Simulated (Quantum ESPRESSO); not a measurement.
# Os2MoTi4Sc: finding a planted mistake in a log

Simulated, not a measurement. The program is pw.x of Quantum ESPRESSO 7.5 (plane-wave density functional theory). The cell is made up: eight metal atoms on a hexagonal close-packed lattice, with elements, volume, strain and displacements drawn at random and not relaxed, so it may be unstable or far from any real phase. PseudoDojo standard norm-conserving files set the functional (PBE unless stated); there is no spin polarisation or spin-orbit coupling, the Fermi-Dirac width of 0.25 eV means electrons at about 2900 K, and the masses in the input are unused placeholders. Heavy elements are run without spin-orbit coupling, which real alloys of them have. A spin test at this wide smearing found no moment, but such smearing suppresses magnetism that the real alloy may have.

Intended input:

```
&control calculation='scf', pseudo_dir='./dojo.nc.sr.pbe.v0_5.standard.upf', outdir='./o', disk_io='minimal', tprnfor=.true., tstress=.true. /
&system ibrav=0, nat=8, ntyp=4, nbnd=71, ecutwfc=84.00895049, nosym=.true., tot_charge=0,
 occupations='smearing', smearing='fd', degauss=0.0183746611
/
&electrons conv_thr=1.470e-08, electron_maxstep=70, mixing_beta=0.5 /
ATOMIC_SPECIES
Mo 1.0 Mo.upf
Os 1.0 Os.upf
Sc 1.0 Sc.upf
Ti 1.0 Ti.upf
CELL_PARAMETERS angstrom
0.0231 -0.0556 -4.5615
0.0831 4.8928 0.0606
5.6623 0.0959 -0.0291
ATOMIC_POSITIONS angstrom
Os 0.0182 0.0734 -0.0331
Mo 2.8695 0.1628 0.1577
Ti 1.3826 2.5021 0.1166
Sc 4.1843 2.6112 0.0821
Os -0.0862 1.5964 -2.2917
Ti 3.049 1.679 -2.0045
Ti 1.7542 4.1399 -2.204
Ti 4.1435 4.0533 -2.3968
K_POINTS automatic
5 5 4 1 1 1
```

The log is shortened where brackets say so; the opening notice, blank lines, dates and the lines on written files are dropped, and the path of the files is cut. It prints rydbergs, bohrs and kilobars, and counts compression as positive stress. Its total energy is the free energy E - TS of the whole cell.

Log of the intended run:

```
     Program PWSCF v.7.5
     Parallel version (MPI & OpenMP), running on       4 processor cores
     Number of MPI processes:                 4
     Threads/MPI process:                     1
     [start-up lines left out]
     bravais-lattice index     =            0
     lattice parameter (alat)  =       8.6207  a.u.
     unit-cell volume          =     852.4165 (a.u.)^3
     number of atoms/cell      =            8
     number of atomic types    =            4
     number of electrons       =       105.00
     number of Kohn-Sham states=           71
     kinetic-energy cutoff     =      84.0090  Ry
     charge density cutoff     =     336.0358  Ry
     scf convergence threshold =      1.5E-08
     mixing beta               =       0.5000
     number of iterations used =            8  plain     mixing
     Exchange-correlation= PBE
                           (   1   4   3   4   0   0   0)
     [axes and pseudopotential details left out]
   Cartesian axes
     site n.     atom                  positions (alat units)
         1        Os     tau(   1) = (   0.0039896   0.0160898  -0.0072558  )
         2        Mo     tau(   2) = (   0.6290146   0.0356869   0.0345689  )
         3        Ti     tau(   3) = (   0.3030757   0.5484779   0.0255595  )
         4        Sc     tau(   4) = (   0.9172280   0.5723934   0.0179969  )
         5        Os     tau(   5) = (  -0.0188956   0.3499421  -0.5023568  )
         6        Ti     tau(   6) = (   0.6683623   0.3680486  -0.4394005  )
         7        Ti     tau(   7) = (   0.3845330   0.9074952  -0.4831323  )
         8        Ti     tau(   8) = (   0.9082844   0.8885119  -0.5253954  )
     number of k points=    50  Fermi-Dirac smearing, width (Ry)=  0.0184
                       cart. coord. in units 2pi/alat
        k(    1) = (   0.0986186   0.0928085  -0.1006405), wk =   0.0400000
        k(    2) = (   0.3000976   0.0893734  -0.0995783), wk =   0.0400000
     [further k points left out]
     Dense  grid:    88671 G-vectors     FFT dimensions: (  54,  54,  64)
     Estimated max dynamical RAM per process >     318.28 MB
     Estimated total dynamical RAM >       1.18 GB
     Initial potential from superposition of free atoms
     starting charge     104.9891, renormalised to     105.0000
     Starting wfcs are   80 randomized atomic wfcs
     total cpu time spent up to now is        4.5 secs
     per-process dynamical memory:   242.4 Mb
     Self-consistent Calculation
     iteration #  1     ecut=    84.01 Ry     beta= 0.50
     Davidson diagonalization with overlap
     ethr =  1.00E-02,  avg # of iterations =  2.6
     total cpu time spent up to now is       14.6 secs
     total energy              =   -1115.91304932 Ry
     estimated scf accuracy    <       1.69212336 Ry
     iteration #  2     ecut=    84.01 Ry     beta= 0.50
     Davidson diagonalization with overlap
     ethr =  1.61E-03,  avg # of iterations =  6.1
     total cpu time spent up to now is       29.8 secs
     total energy              =   -1115.49903917 Ry
     estimated scf accuracy    <      18.20857767 Ry
     [iterations 3 to 20 left out]
     iteration # 21     ecut=    84.01 Ry     beta= 0.50
     Davidson diagonalization with overlap
     ethr =  2.71E-11,  avg # of iterations =  2.1
     total cpu time spent up to now is      238.6 secs
     total energy              =   -1116.89160682 Ry
     estimated scf accuracy    <       0.00000005 Ry
     iteration # 22     ecut=    84.01 Ry     beta= 0.50
     Davidson diagonalization with overlap
     ethr =  2.71E-11,  avg # of iterations =  1.1
     total cpu time spent up to now is      247.3 secs
     End of self-consistent calculation
     [lines on levels left out]
!    total energy              =   -1116.89160682 Ry
     estimated scf accuracy    <          1.4E-10 Ry
     smearing contrib. (-TS)   =      -0.15244539 Ry
     internal energy E=F+TS    =   -1116.73916144 Ry
     The total energy is F=E-TS. E is the sum of the following terms:
     one-electron contribution =    -271.85966900 Ry
     hartree contribution      =     187.09827302 Ry
     xc contribution           =    -189.81121896 Ry
     ewald contribution        =    -842.16654649 Ry
     convergence has been achieved in  22 iterations
     Forces acting on atoms (cartesian axes, Ry/au):
     atom    1 type  2   force =     0.00439942    0.01034619   -0.01795799
     atom    2 type  1   force =    -0.02701509    0.02770329   -0.04278489
     atom    3 type  4   force =    -0.05037746   -0.01082891    0.00624779
     atom    4 type  3   force =     0.05375082   -0.00869457   -0.02215573
     atom    5 type  2   force =     0.04357368   -0.02088774    0.01655717
     atom    6 type  4   force =    -0.04366039   -0.05092349   -0.02703766
     atom    7 type  4   force =    -0.13360112    0.00516923    0.02734117
     atom    8 type  4   force =     0.15293012    0.04811600    0.05979014
     Total force =     0.256256     Total SCF correction =     0.000052
     Computing stress (Cartesian axis) and pressure
          total   stress  (Ry/bohr**3)                   (kbar)     P=      108.92
   0.00054779   0.00007151  -0.00004503           80.58       10.52       -6.62
   0.00007151   0.00074244   0.00009578           10.52      109.22       14.09
  -0.00004503   0.00009578   0.00093109           -6.62       14.09      136.97
     init_run     :      4.26s CPU      4.47s WALL (       1 calls)
     electrons    :    237.45s CPU    242.81s WALL (       1 calls)
     forces       :      1.73s CPU      1.75s WALL (       1 calls)
     stress       :      5.99s CPU      6.03s WALL (       1 calls)
     [timing details left out]
     PWSCF        :   4m 9.53s CPU   4m15.19s WALL
     JOB DONE.
```

A second run was made from an input with one planted mistake. Its log:

```
     Program PWSCF v.7.5
     Parallel version (MPI & OpenMP), running on       4 processor cores
     Number of MPI processes:                 4
     Threads/MPI process:                     1
     [start-up lines left out]
     bravais-lattice index     =            0
     lattice parameter (alat)  =       8.4733  a.u.
     unit-cell volume          =     809.4293 (a.u.)^3
     number of atoms/cell      =            8
     number of atomic types    =            4
     number of electrons       =       105.00
     number of Kohn-Sham states=           71
     kinetic-energy cutoff     =      84.0090  Ry
     charge density cutoff     =     336.0358  Ry
     scf convergence threshold =      1.5E-08
     mixing beta               =       0.5000
     number of iterations used =            8  plain     mixing
     Exchange-correlation= PBE
                           (   1   4   3   4   0   0   0)
     [axes and pseudopotential details left out]
   Cartesian axes
     site n.     atom                  positions (alat units)
         1        Os     tau(   1) = (   0.0039921   0.0160798  -0.0072482  )
         2        Mo     tau(   2) = (   0.6290074   0.0356833   0.0345682  )
         3        Ti     tau(   3) = (   0.3030851   0.5484747   0.0255582  )
         4        Sc     tau(   4) = (   0.9172170   0.5723825   0.0179978  )
         5        Os     tau(   5) = (  -0.0188898   0.3499417  -0.5023540  )
         6        Ti     tau(   6) = (   0.6683706   0.3680510  -0.4393953  )
         7        Ti     tau(   7) = (   0.3845322   0.9074933  -0.4831296  )
         8        Ti     tau(   8) = (   0.9082739   0.8885142  -0.5253920  )
     number of k points=    50  Fermi-Dirac smearing, width (Ry)=  0.0184
                       cart. coord. in units 2pi/alat
        k(    1) = (   0.0986176   0.0928095  -0.1006396), wk =   0.0400000
        k(    2) = (   0.3000957   0.0893735  -0.0995777), wk =   0.0400000
     [further k points left out]
     Dense  grid:    84223 G-vectors     FFT dimensions: (  50,  54,  64)
     Estimated max dynamical RAM per process >     302.70 MB
     Estimated total dynamical RAM >       1.12 GB
     Initial potential from superposition of free atoms
     starting charge     104.9891, renormalised to     105.0000
     Starting wfcs are   80 randomized atomic wfcs
     total cpu time spent up to now is        4.5 secs
     per-process dynamical memory:   236.6 Mb
     Self-consistent Calculation
     iteration #  1     ecut=    84.01 Ry     beta= 0.50
     Davidson diagonalization with overlap
     ethr =  1.00E-02,  avg # of iterations =  2.6
     total cpu time spent up to now is       14.5 secs
     total energy              =   -1115.80258326 Ry
     estimated scf accuracy    <       1.79085498 Ry
     iteration #  2     ecut=    84.01 Ry     beta= 0.50
     Davidson diagonalization with overlap
     ethr =  1.71E-03,  avg # of iterations =  6.1
     total cpu time spent up to now is       28.7 secs
     total energy              =   -1115.47741894 Ry
     estimated scf accuracy    <      17.85931791 Ry
     [iterations 3 to 19 left out]
     iteration # 20     ecut=    84.01 Ry     beta= 0.50
     Davidson diagonalization with overlap
     ethr =  2.88E-11,  avg # of iterations =  2.5
     total cpu time spent up to now is      212.3 secs
     total energy              =   -1116.84469423 Ry
     estimated scf accuracy    <       0.00000002 Ry
     iteration # 21     ecut=    84.01 Ry     beta= 0.50
     Davidson diagonalization with overlap
     ethr =  1.45E-11,  avg # of iterations =  1.9
     total cpu time spent up to now is      221.0 secs
     End of self-consistent calculation
     [lines on levels left out]
!    total energy              =   -1116.84469423 Ry
     estimated scf accuracy    <          2.9E-09 Ry
     smearing contrib. (-TS)   =      -0.14486220 Ry
     internal energy E=F+TS    =   -1116.69983203 Ry
     The total energy is F=E-TS. E is the sum of the following terms:
     one-electron contribution =    -250.44336405 Ry
     hartree contribution      =     180.80620124 Ry
     xc contribution           =    -190.24408007 Ry
     ewald contribution        =    -856.81858915 Ry
     convergence has been achieved in  21 iterations
     Forces acting on atoms (cartesian axes, Ry/au):
     atom    1 type  2   force =     0.00466493    0.00366992   -0.02087967
     atom    2 type  1   force =    -0.02898406    0.03260675   -0.04936031
     atom    3 type  4   force =    -0.05240721   -0.00880490    0.00506411
     atom    4 type  3   force =     0.05323154   -0.00599542   -0.02696015
     atom    5 type  2   force =     0.05992099   -0.01998807    0.01859054
     atom    6 type  4   force =    -0.05485336   -0.05289565   -0.02529338
     atom    7 type  4   force =    -0.14620000    0.00226180    0.03168682
     atom    8 type  4   force =     0.16462717    0.04914558    0.06715205
     Total force =     0.280089     Total SCF correction =     0.000146
     Computing stress (Cartesian axis) and pressure
          total   stress  (Ry/bohr**3)                   (kbar)     P=      215.86
   0.00126792   0.00006094  -0.00007148          186.52        8.96      -10.52
   0.00006094   0.00145679   0.00007076            8.96      214.30       10.41
  -0.00007148   0.00007076   0.00167751          -10.52       10.41      246.77
     init_run     :      4.25s CPU      4.45s WALL (       1 calls)
     electrons    :    211.47s CPU    216.47s WALL (       1 calls)
     forces       :      1.75s CPU      1.77s WALL (       1 calls)
     stress       :      6.09s CPU      6.09s WALL (       1 calls)
     [timing details left out]
     PWSCF        :   3m43.63s CPU   3m48.92s WALL
     JOB DONE.
```

Question: the log repeats what the program read. Compare it with the intended run: what was wrong in the second input?

Answer: the cell and the positions are scaled by a wrong factor. The input lines that differ:

```
- 0.0231 -0.0556 -4.5615
- 0.0831 4.8928 0.0606
- 5.6623 0.0959 -0.0291
+ 0.0227 -0.0546 -4.4835
+ 0.0817 4.8091 0.0596
+ 5.5655 0.0943 -0.0286
- Os 0.0182 0.0734 -0.0331
- Mo 2.8695 0.1628 0.1577
- Ti 1.3826 2.5021 0.1166
- Sc 4.1843 2.6112 0.0821
- Os -0.0862 1.5964 -2.2917
- Ti 3.049 1.679 -2.0045
- Ti 1.7542 4.1399 -2.204
- Ti 4.1435 4.0533 -2.3968
+ Os 0.0179 0.0721 -0.0325
+ Mo 2.8204 0.16 0.155
+ Ti 1.359 2.4593 0.1146
+ Sc 4.1127 2.5665 0.0807
+ Os -0.0847 1.5691 -2.2525
+ Ti 2.9969 1.6503 -1.9702
+ Ti 1.7242 4.0691 -2.1663
+ Ti 4.0726 3.984 -2.3558
```

```
                                            intended run  run with the mistake
                          free energy (eV)    -15196.084            -15195.446
         entropy term -TS, part of it (eV)        -2.074                -1.971
                            pressure (GPa)         10.89                 21.59
size of the largest force component (eV/Å)         3.932                 4.233
largest change of a force component (eV/Å)                               0.420
                                iterations            22                    21
```

For scale, a rerun of the intended cell at a higher cutoff and on a denser mesh moved values by no more than 0.003 eV in energy, 0.06 GPa in stress and 0.006 eV/Å in force, and a second program with other atomic files agreed on that cell to 2 % rms in force and 0.5 GPa in pressure.